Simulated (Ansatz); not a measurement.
Ge2Sb2Te5:
```cif
data_Ge2Sb2Te5
_chemical_formula_sum 'Ge2 Sb2 Te5'
_space_group_name_H-M_alt 'P-3m1'
_space_group_IT_number 164
_space_group_name_Hall '-P 3 2"'
_cell_length_a 4.21847
_cell_length_b 4.21847
_cell_length_c 17.94617
_cell_angle_alpha 90.000
_cell_angle_beta 90.000
_cell_angle_gamma 120.000
loop_
_atom_site_label
_atom_site_type_symbol
_atom_site_symmetry_multiplicity
_atom_site_Wyckoff_symbol
_atom_site_fract_x
_atom_site_fract_y
_atom_site_fract_z
_atom_site_occupancy
Ge1 Ge 2 c 0.00000 0.00000 0.33420 1
Sb1 Sb 2 d 0.33333 0.66667 0.11218 1
Te1 Te 1 a 0.00000 0.00000 0.00000 1
Te2 Te 2 d 0.66667 0.33333 0.20873 1
Te3 Te 2 d 0.33333 0.66667 0.41230 1
```

Relaxed with r²SCAN+D4.

Problem. Tabulate the valence density and the electron localisation function along the shortest Sb–Te contact (2.99 Å), r²SCAN+D4 in the plane-wave PAW code Ansatz.

Solution. 

| distance from Sb (Å) | density (e/Å³) | ELF |
|---|---|---|
| 0.30 | 13.60 | 0.00 |
| 0.45 | 7.21 | 0.03 |
| 0.60 | 3.23 | 0.14 |
| 0.75 | 1.43 | 0.28 |
| 0.90 | 0.76 | 0.34 |
| 1.05 | 0.50 | 0.38 |
| 1.20 | 0.38 | 0.47 |
| 1.35 | 0.33 | 0.56 |
| 1.49 | 0.32 | 0.63 |
| 1.64 | 0.36 | 0.67 |
| 1.79 | 0.44 | 0.65 |
| 1.94 | 0.58 | 0.56 |
| 2.09 | 0.81 | 0.48 |
| 2.24 | 1.62 | 0.38 |
| 2.39 | 3.97 | 0.21 |
| 2.54 | 7.93 | 0.06 |
| 2.69 | 12.50 | 0.01 |

The density is the valence pseudo-density with augmentation charge, so density and ELF within about 1 Å of a nucleus are not all-electron values.

The r²SCAN+D4 relaxation kept the symmetry of its start. Spin–orbit coupling is left out wherever it is not named.

Potentials: the later of the program's two PAW sets.
